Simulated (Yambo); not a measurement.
A G0W0@PBEsol run in Yambo for K$_{2}$TiF$_{6}$ (space group P-3m1, No. 164) (3×3×2 Γ-centred k mesh, bands 2 to 198 and a 7 Ry block in the screening, 198 bands in G with the Bruneval-Gonze terminator, plasmon pole fitted at 27.2 eV) gives these matrix elements, in eV, at the band edges (Γ → Γ):

```csv
state,E0,<Vxc>,<Σx>,<Σc(E0)>,Z
valence edge,0.000,-22.766,-30.490,5.251,0.798
conduction edge,4.980,-21.249,-12.977,-5.056,0.796
```

**Question.** Solve the linearised quasiparticle equation for both states, give the gap, and say how exchange and correlation each act on it.

**Answer.** E = E0 + Z(Σx + Σc − Vxc). Valence: 0.000 + 0.798 × (-30.490 + (5.251) − (-22.766)) = -1.97 eV. Conduction: 4.980 + 0.796 × (-12.977 + (-5.056) − (-21.249)) = 7.54 eV. The gap is 9.51 eV, against 4.98 eV in PBEsol. Replacing Vxc by bare exchange alone would open it by 16.00 eV; correlation takes back 10.31 eV of that, and Z scales what is left. Nearest settings tried, and what they do to the gap: 6 Ry block (229 vectors against 283): +69 meV. Not varied: bands in G, bands in W, mesh. So the settings aren't converged at that level. 

Geometry of the Materials Project entry, not relaxed at this level; primitive cell a = b = 5.685 Å, c = 4.590 Å, α = β = 90.00°, γ = 120.00°.
